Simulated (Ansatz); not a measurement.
MnO2:
```
MnO2
1.0
    2.84034     0.00000     0.00000
   -1.42017     2.45981     0.00000
    0.00000     0.00000     5.07907
Mn O
1 2
Cartesian
  0.00000   0.00000   2.53953
  1.42017   0.81994   1.58975
  0.00000   1.63987   3.48932
```
The run is spin-polarised; directions of the spins, atom by atom: ↑ 0 0.

Tensor components refer to the Cartesian frame of this cell.

Q: Give the high-frequency dielectric tensor and the Born effective charge tensors of the independent atoms from DFPT, plane-wave PAW PBEsol (Ansatz code).

A: 
ε∞:
```
8.89  0.00  0.00
0.00  8.89  0.00
0.00  0.00  2.56
```
Z* of atom 1 (Mn), rows: field, columns: displacement, in e:
```
5.94  0.00  0.00
0.00  5.94  0.00
0.00  0.00  1.05
```
Z* of atom 2 (O), rows: field, columns: displacement, in e:
```
-2.97   0.00   0.00
 0.00  -2.97   0.00
 0.00   0.00  -0.53
```

Space group P-3m1 (CdI2 type). The first step of the workflow began from a Materials Project structure, measured or hypothetical; the Crystallography Open Database copy checked does not list it. It is not the phase usual at ambient conditions (space group No. 136). Symmetry was held in the PBEsol relaxation; its stability against distortions is not shown here. The final state is ferromagnetic, chosen from 5 collinear starts compared on coarse meshes (ties went to the first, and starts can fall back to one state), not a proven ground state. No Hubbard U is applied. A crystal of weakly bound layers computed without a dispersion correction: the cell and the soft elastic constants depend strongly on that.

Potentials: the later of the program's two PAW sets.
